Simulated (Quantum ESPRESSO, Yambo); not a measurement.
# BaO: DFT and GW levels

```cif
data_Ba2O2
_chemical_formula_sum 'O2 Ba2'
_space_group_name_H-M_alt 'P63/mmc'
_space_group_IT_number 194
_space_group_name_Hall '-P 6c 2c'
_cell_length_a 3.74341
_cell_length_b 3.74341
_cell_length_c 6.53307
_cell_angle_alpha 90.000
_cell_angle_beta 90.000
_cell_angle_gamma 120.000
loop_
_atom_site_label
_atom_site_type_symbol
_atom_site_symmetry_multiplicity
_atom_site_Wyckoff_symbol
_atom_site_fract_x
_atom_site_fract_y
_atom_site_fract_z
_atom_site_occupancy
O1 O 2 a 0.00000 0.00000 0.00000 1
Ba1 Ba 2 c 0.33333 0.66667 0.25000 1
```

Cell and atoms were relaxed with PBEsol from Materials Project entry mp-1008500, within its symmetry.

Starting point: norm-conserving PBEsol (Quantum ESPRESSO, 84 Ry, scalar-relativistic). G0W0 in Yambo: 6×6×2 Γ-centred k mesh, 121 bands and a 7 Ry block in the screening, 121 bands in G with the Bruneval-Gonze terminator, plasmon pole fitted at 27.2 eV.

- PBEsol gap along the band path = 2.45 eV
- PBEsol gap between the mesh's edge points (H → M) = 2.45 eV
- G0W0 gap between the same points = 3.55 eV
- PBEsol smallest direct gap on the mesh (at M) = 2.45 eV
- G0W0 direct gap at that point = 3.54 eV
- smallest G0W0 gap among all computed states (the edges move to other k points) = 3.52 eV

| k point | band | E PBEsol (eV) | E QP (eV) | shift (eV) | Z |
|---|---|---|---|---|---|
| Γ | VB | -0.02 | -0.57 | -0.55 | 0.77 |
| Γ | CB | 3.34 | 3.85 | 0.51 | 0.85 |
| A | VB | -1.04 | -1.74 | -0.70 | 0.77 |
| A | CB | 4.10 | 4.81 | 0.71 | 0.83 |
| M | VB | -0.01 | -0.59 | -0.58 | 0.77 |
| M | CB | 2.45 | 2.95 | 0.50 | 0.84 |
| L | VB | -0.88 | -1.57 | -0.69 | 0.77 |
| L | CB | 3.81 | 4.45 | 0.64 | 0.83 |
| K | VB | -0.78 | -1.42 | -0.64 | 0.77 |
| K | CB | 4.26 | 4.86 | 0.61 | 0.83 |
| H | VB | 0.00 | -0.60 | -0.60 | 0.78 |
| H | CB | 4.79 | 5.38 | 0.60 | 0.83 |

Energies count from the PBEsol valence-band maximum.

Nearest settings tried, and what they do to the gap: 2 Ry block (35 vectors against 161): +102 meV. Not varied: bands in G, bands in W, mesh. So the settings aren't converged at that level.

This is not the ordinary phase of the substance; no match was found in the copy of COD used, and its stability was not checked.
